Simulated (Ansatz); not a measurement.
# Relaxing a structure of Ti$_{3}$Al

The start is a generated trial cell of Ti3Al in the AFLOW prototype AB3_hR8_148_c_f (D0_5, as in BiI3). Cell shape, volume and atoms are optimised at zero target pressure with PBE (plane waves to 420 eV, PAW, scalar-relativistic; Ansatz, an electronic-structure program). The first steps use a coarse 7×7×7 k-mesh.

The start:
```
CELL_PARAMETERS angstrom
      2.81596     1.62579     5.17949
     -2.81596     1.62579     5.17949
      0.00000    -3.25159     5.17949
ATOMIC_POSITIONS crystal
  Al 0.33333 0.33333 0.33333
  Al 0.66667 0.66667 0.66667
  Ti 0.08800 0.75500 0.42100
  Ti 0.42100 0.08800 0.75500
  Ti 0.75500 0.42100 0.08800
  Ti 0.91200 0.24500 0.57900
  Ti 0.57900 0.91200 0.24500
  Ti 0.24500 0.57900 0.91200
```

How large is the pressure on the unrelaxed cell, and of which sign?

+13.8 GPa (positive: the cell is compressed).

By how much does the energy per atom fall from start to end?

0.78 eV/atom.

How do the shortest distances between atoms change?

The closest pairs of elements (up to four, under 3.6 Å), start → end: Al–Ti 2.32 → 2.82 Å; Ti–Ti 3.08 → 2.77 Å; Al–Al 3.25 → 2.93 Å.

Is the relaxed structure metallic? Give its gap.

Zero (metallic).

The space group stays R-3 (No. 148) (the run could not lower it), with 8 atoms in the primitive cell. Final values are on a 11×11×11 k-mesh of the relaxed cell. No spin polarisation in the result.

The run could not lose the symmetry of its start, so the end can be a saddle point.

The relaxed structure here is a generated cell of Ti3Al: the first start was made by placing the elements on the sites of a structure type, and the end was not matched to a known phase here, so it may be hypothetical. Known forms of Ti3Al include space group No. 194.
